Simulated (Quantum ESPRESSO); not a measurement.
MgGa3SP3, finding a planted mistake in a log

Computed values, not a measurement. The program is pw.x of Quantum ESPRESSO 7.5 (plane-wave density functional theory). The cell is made up: 8 atoms on a zincblende/diamond lattice, with randomly drawn elements, strain and displacements, not relaxed. PseudoDojo standard norm-conserving files (v0.5 for PBE, v0.4.1 for LDA and PBEsol) set the functional; there is no spin polarisation, spin-orbit coupling or dispersion term, and the masses in the input are unused placeholders.

Intended input:

```
&control calculation='scf', pseudo_dir='./dojo.nc.sr.pbe.v0_5.standard.upf', outdir='./o', disk_io='medium', tprnfor=.true., tstress=.true. /
&system ibrav=0, nat=8, ntyp=4, nbnd=41, ecutwfc=84.00895049, nosym=.true., tot_charge=0,
 occupations='smearing', smearing='fd', degauss=0.0018374661
/
&electrons conv_thr=7.350e-09, electron_maxstep=60, /
ATOMIC_SPECIES
Ga 1.0 Ga.upf
Mg 1.0 Mg.upf
P 1.0 P.upf
S 1.0 S.upf
CELL_PARAMETERS angstrom
5.6116 -0.0604 0.0356
-0.0604 5.5428 -0.0349
0.0356 -0.0349 5.5396
ATOMIC_POSITIONS angstrom
Mg -0.0254 -0.0278 -0.0079
Ga -0.0121 2.7652 2.796
Ga 2.8111 -0.0335 2.7535
Ga 2.7766 2.7525 -0.0002
S 1.4049 1.359 1.4139
P 1.3919 4.1288 4.1315
P 4.2247 1.2684 4.146
P 4.1864 4.1048 1.3747
K_POINTS automatic
4 4 4 1 1 1
```

The log is shortened where brackets say so; the opening notice, blank lines, dates and the lines on written files are dropped, and the path of the files is cut. It prints rydbergs, bohrs and kilobars, and counts compression as positive stress. Where no state is partly filled, the Fermi energy that it prints is only some level between the filled and the empty states on the mesh, and need not lie in the true gap.

Log of the intended run:

```
     Program PWSCF v.7.5
     Parallel version (MPI & OpenMP), running on       1 processor cores
     Number of MPI processes:                 1
     Threads/MPI process:                     1
     [start-up lines left out]
     bravais-lattice index     =            0
     lattice parameter (alat)  =      10.6052  a.u.
     unit-cell volume          =    1162.5334 (a.u.)^3
     number of atoms/cell      =            8
     number of atomic types    =            4
     number of electrons       =        70.00
     number of Kohn-Sham states=           41
     kinetic-energy cutoff     =      84.0090  Ry
     charge density cutoff     =     336.0358  Ry
     scf convergence threshold =      7.3E-09
     mixing beta               =       0.7000
     number of iterations used =            8  plain     mixing
     Exchange-correlation= PBE
                           (   1   4   3   4   0   0   0)
     [axes and pseudopotential details left out]
   Cartesian axes
     site n.     atom                  positions (alat units)
         1        Mg     tau(   1) = (  -0.0045260  -0.0049536  -0.0014077  )
         2        Ga     tau(   2) = (  -0.0021561   0.4927265   0.4982147  )
         3        Ga     tau(   3) = (   0.5009054  -0.0059693   0.4906417  )
         4        Ga     tau(   4) = (   0.4947579   0.4904635  -0.0000356  )
         5        S      tau(   5) = (   0.2503369   0.2421580   0.2519406  )
         6        P      tau(   6) = (   0.2480204   0.7357042   0.7361853  )
         7        P      tau(   7) = (   0.7527925   0.2260142   0.7387691  )
         8        P      tau(   8) = (   0.7459679   0.7314277   0.2449556  )
     number of k points=    32  Fermi-Dirac smearing, width (Ry)=  0.0018
                       cart. coord. in units 2pi/alat
        k(    1) = (   0.1255919   0.1287274   0.1266384), wk =   0.0625000
        k(    2) = (   0.1240020   0.1303049   0.3799277), wk =   0.0625000
     [further k points left out]
     Dense  grid:   120885 G-vectors     FFT dimensions: (  64,  64,  64)
     Estimated max dynamical RAM per process >     163.80 MB
     Initial potential from superposition of free atoms
     starting charge      69.9907, renormalised to      70.0000
     Starting wfcs are   48 randomized atomic wfcs
     total cpu time spent up to now is       18.3 secs
     per-process dynamical memory:    93.3 Mb
     Self-consistent Calculation
     iteration #  1     ecut=    84.01 Ry     beta= 0.70
     Davidson diagonalization with overlap
     ethr =  1.00E-02,  avg # of iterations =  4.1
     Threshold (ethr) on eigenvalues was too large:
     Diagonalizing with lowered threshold
     Davidson diagonalization with overlap
     ethr =  5.66E-04,  avg # of iterations =  2.0
     total cpu time spent up to now is       95.2 secs
     total energy              =    -641.34525862 Ry
     estimated scf accuracy    <       0.39397531 Ry
     iteration #  2     ecut=    84.01 Ry     beta= 0.70
     Davidson diagonalization with overlap
     ethr =  5.63E-04,  avg # of iterations =  3.7
     total cpu time spent up to now is      132.3 secs
     total energy              =    -641.43855203 Ry
     estimated scf accuracy    <       0.14607249 Ry
     [iterations 3 to 8 left out]
     iteration #  9     ecut=    84.01 Ry     beta= 0.70
     Davidson diagonalization with overlap
     ethr =  1.81E-10,  avg # of iterations =  2.8
     total cpu time spent up to now is      417.5 secs
     total energy              =    -641.47240035 Ry
     estimated scf accuracy    <       0.00000003 Ry
     iteration # 10     ecut=    84.01 Ry     beta= 0.70
     Davidson diagonalization with overlap
     ethr =  3.81E-11,  avg # of iterations =  2.0
     total cpu time spent up to now is      458.4 secs
     End of self-consistent calculation
     [lines on levels left out]
     the Fermi energy is     6.7887 ev
!    total energy              =    -641.47240036 Ry
     estimated scf accuracy    <          2.1E-09 Ry
     smearing contrib. (-TS)   =      -0.00000000 Ry
     internal energy E=F+TS    =    -641.47240036 Ry
     The total energy is F=E-TS. E is the sum of the following terms:
     one-electron contribution =    -342.03244139 Ry
     hartree contribution      =     211.39021578 Ry
     xc contribution           =    -160.17491176 Ry
     ewald contribution        =    -350.65526300 Ry
     convergence has been achieved in  10 iterations
     Forces acting on atoms (cartesian axes, Ry/au):
     atom    1 type  2   force =     0.00873229    0.01643557   -0.00786706
     atom    2 type  1   force =    -0.02310228    0.01770689    0.00636025
     atom    3 type  1   force =     0.02265459   -0.02419229    0.01694618
     atom    4 type  1   force =     0.02177086    0.01239984   -0.02562355
     atom    5 type  4   force =     0.00405977    0.01056132    0.00057333
     atom    6 type  3   force =     0.01945575   -0.02394963   -0.01293234
     atom    7 type  3   force =    -0.02497630    0.02371657   -0.00628263
     atom    8 type  3   force =    -0.02859468   -0.03267828    0.02882580
     Total force =     0.095686     Total SCF correction =     0.000137
     Computing stress (Cartesian axis) and pressure
          total   stress  (Ry/bohr**3)                   (kbar)     P=        8.47
   0.00002703   0.00007393  -0.00009293            3.98       10.88      -13.67
   0.00007393   0.00006412  -0.00000713           10.88        9.43       -1.05
  -0.00009293  -0.00000713   0.00008164          -13.67       -1.05       12.01
     init_run     :     17.25s CPU     18.14s WALL (       1 calls)
     electrons    :    419.32s CPU    440.08s WALL (       1 calls)
     forces       :      5.39s CPU      5.46s WALL (       1 calls)
     stress       :     21.97s CPU     22.14s WALL (       1 calls)
     [timing details left out]
     PWSCF        :   7m44.25s CPU   8m 6.81s WALL
     JOB DONE.
```

A second run was made from an input with one planted mistake. Its log:

```
     Program PWSCF v.7.5
     Parallel version (MPI & OpenMP), running on       1 processor cores
     Number of MPI processes:                 1
     Threads/MPI process:                     1
     [start-up lines left out]
     bravais-lattice index     =            0
     lattice parameter (alat)  =      10.6052  a.u.
     unit-cell volume          =    1162.5334 (a.u.)^3
     number of atoms/cell      =            8
     number of atomic types    =            4
     number of electrons       =        70.00
     number of Kohn-Sham states=           41
     kinetic-energy cutoff     =      58.7254  Ry
     charge density cutoff     =     234.9017  Ry
     scf convergence threshold =      7.3E-09
     mixing beta               =       0.7000
     number of iterations used =            8  plain     mixing
     Exchange-correlation= PBE
                           (   1   4   3   4   0   0   0)
     [axes and pseudopotential details left out]
   Cartesian axes
     site n.     atom                  positions (alat units)
         1        Mg     tau(   1) = (  -0.0045260  -0.0049536  -0.0014077  )
         2        Ga     tau(   2) = (  -0.0021561   0.4927265   0.4982147  )
         3        Ga     tau(   3) = (   0.5009054  -0.0059693   0.4906417  )
         4        Ga     tau(   4) = (   0.4947579   0.4904635  -0.0000356  )
         5        S      tau(   5) = (   0.2503369   0.2421580   0.2519406  )
         6        P      tau(   6) = (   0.2480204   0.7357042   0.7361853  )
         7        P      tau(   7) = (   0.7527925   0.2260142   0.7387691  )
         8        P      tau(   8) = (   0.7459679   0.7314277   0.2449556  )
     number of k points=    32  Fermi-Dirac smearing, width (Ry)=  0.0018
                       cart. coord. in units 2pi/alat
        k(    1) = (   0.1255919   0.1287274   0.1266384), wk =   0.0625000
        k(    2) = (   0.1240020   0.1303049   0.3799277), wk =   0.0625000
     [further k points left out]
     Dense  grid:    70699 G-vectors     FFT dimensions: (  54,  54,  54)
     Estimated max dynamical RAM per process >      97.70 MB
     Initial potential from superposition of free atoms
     starting charge      69.9907, renormalised to      70.0000
     Starting wfcs are   48 randomized atomic wfcs
     total cpu time spent up to now is       10.2 secs
     per-process dynamical memory:    58.4 Mb
     Self-consistent Calculation
     iteration #  1     ecut=    58.73 Ry     beta= 0.70
     Davidson diagonalization with overlap
     ethr =  1.00E-02,  avg # of iterations =  4.0
     Threshold (ethr) on eigenvalues was too large:
     Diagonalizing with lowered threshold
     Davidson diagonalization with overlap
     ethr =  5.85E-04,  avg # of iterations =  2.0
     total cpu time spent up to now is       51.2 secs
     total energy              =    -641.09808478 Ry
     estimated scf accuracy    <       0.40873209 Ry
     iteration #  2     ecut=    58.73 Ry     beta= 0.70
     Davidson diagonalization with overlap
     ethr =  5.84E-04,  avg # of iterations =  3.7
     total cpu time spent up to now is       74.1 secs
     total energy              =    -641.19687851 Ry
     estimated scf accuracy    <       0.15235044 Ry
     [iterations 3 to 8 left out]
     iteration #  9     ecut=    58.73 Ry     beta= 0.70
     Davidson diagonalization with overlap
     ethr =  1.81E-10,  avg # of iterations =  2.8
     total cpu time spent up to now is      214.5 secs
     total energy              =    -641.23178075 Ry
     estimated scf accuracy    <       0.00000003 Ry
     iteration # 10     ecut=    58.73 Ry     beta= 0.70
     Davidson diagonalization with overlap
     ethr =  4.77E-11,  avg # of iterations =  2.0
     total cpu time spent up to now is      231.0 secs
     End of self-consistent calculation
     [lines on levels left out]
     the Fermi energy is     6.7730 ev
!    total energy              =    -641.23178076 Ry
     estimated scf accuracy    <          1.5E-09 Ry
     smearing contrib. (-TS)   =      -0.00000000 Ry
     internal energy E=F+TS    =    -641.23178076 Ry
     The total energy is F=E-TS. E is the sum of the following terms:
     one-electron contribution =    -341.44240601 Ry
     hartree contribution      =     210.92083147 Ry
     xc contribution           =    -160.05494321 Ry
     ewald contribution        =    -350.65526300 Ry
     convergence has been achieved in  10 iterations
     Forces acting on atoms (cartesian axes, Ry/au):
     atom    1 type  2   force =     0.00881799    0.01658825   -0.00783328
     atom    2 type  1   force =    -0.02312981    0.01774452    0.00648576
     atom    3 type  1   force =     0.02267841   -0.02421193    0.01697458
     atom    4 type  1   force =     0.02183212    0.01243349   -0.02565424
     atom    5 type  4   force =     0.00424094    0.01072210    0.00076271
     atom    6 type  3   force =     0.01969096   -0.02421683   -0.01321772
     atom    7 type  3   force =    -0.02523595    0.02390812   -0.00658128
     atom    8 type  3   force =    -0.02889466   -0.03296772    0.02906346
     Total force =     0.096358     Total SCF correction =     0.000094
     Computing stress (Cartesian axis) and pressure
          total   stress  (Ry/bohr**3)                   (kbar)     P=     -281.62
  -0.00194740   0.00007327  -0.00009105         -286.47       10.78      -13.39
   0.00007327  -0.00190657  -0.00000579           10.78     -280.47       -0.85
  -0.00009105  -0.00000579  -0.00188926          -13.39       -0.85     -277.92
     init_run     :      9.12s CPU     10.05s WALL (       1 calls)
     electrons    :    213.11s CPU    220.89s WALL (       1 calls)
     forces       :      3.37s CPU      3.40s WALL (       1 calls)
     stress       :     12.45s CPU     12.55s WALL (       1 calls)
     [timing details left out]
     PWSCF        :   3m58.31s CPU   4m 9.38s WALL
     JOB DONE.
```

Question: what was wrong in the second input?

Answer: the plane-wave cutoff is too low. The input lines that differ, file-writing options aside:

```
- &system ibrav=0, nat=8, ntyp=4, nbnd=41, ecutwfc=84.00895049, nosym=.true., tot_charge=0,
+ &system ibrav=0, nat=8, ntyp=4, nbnd=41, ecutwfc=58.72541684, nosym=.true., tot_charge=0,
```

```
                                            intended run  run with the mistake
                          free energy (eV)     -8727.677             -8724.403
                    smearing term -TS (eV)        0.0000                0.0000
                            pressure (GPa)          0.85                -28.16
            largest force component (eV/Å)         0.840                 0.848
largest change of a force component (eV/Å)                               0.008
                                iterations            10                    10
```

For scale, a rerun of the intended cell at 1437 eV and a 6 x 6 x 6 mesh moved values by no more than 0.007 eV in energy, 0.02 GPa in stress and 0.003 eV/Å in force.